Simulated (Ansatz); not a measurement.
Consider the following.

NbAs₂:
```cif
data_As4Nb2
_chemical_formula_sum 'Nb2 As4'
_space_group_name_H-M_alt 'P 1'
_space_group_IT_number 1
_cell_length_a 6.23451
_cell_length_b 6.23451
_cell_length_c 5.35640
_cell_angle_alpha 90.000
_cell_angle_beta 90.000
_cell_angle_gamma 147.790
loop_
_space_group_symop_operation_xyz
  'x, y, z'
loop_
_atom_site_label
_atom_site_type_symbol
_atom_site_fract_x
_atom_site_fract_y
_atom_site_fract_z
_atom_site_occupancy
Nb1 Nb 0.90927 0.09073 0.50022 1
Nb2 Nb 0.09073 0.90927 0.00022 1
As1 As 0.56916 0.43084 0.36795 1
As2 As 0.43084 0.56916 0.86795 1
As3 As 0.29689 0.70311 0.20684 1
As4 As 0.70311 0.29689 0.70684 1
```

This is the r²SCAN-relaxed structure.

Q: All from plane-wave PAW r²SCAN (Ansatz code), unless another level is named. Predict the electronic character.

A: metallic (no gap).

Q: What about the density of states at the Fermi level?

A: 0.59 states/eV per atom (mean over ±0.08 eV).

Space group Cmc2_1. The start of the workflow was typed in or built on a structure type; neither database checked (COD, Materials Project) lists it. COD files the formula under space group No. 5, 12. Its standing as an ambient phase is unchecked. Symmetry was held in the r²SCAN relaxation; whether a distortion lowers the energy is not shown. No spin polarisation was allowed. The volume moved by -15 % from the start of the relaxation. Spin–orbit coupling is left out wherever it is not named.

Potentials: the earlier of the program's two PAW sets. The files were generated under PBE; for other functionals the program regenerates the frozen cores, and for LDA and PBEsol the local potential too.
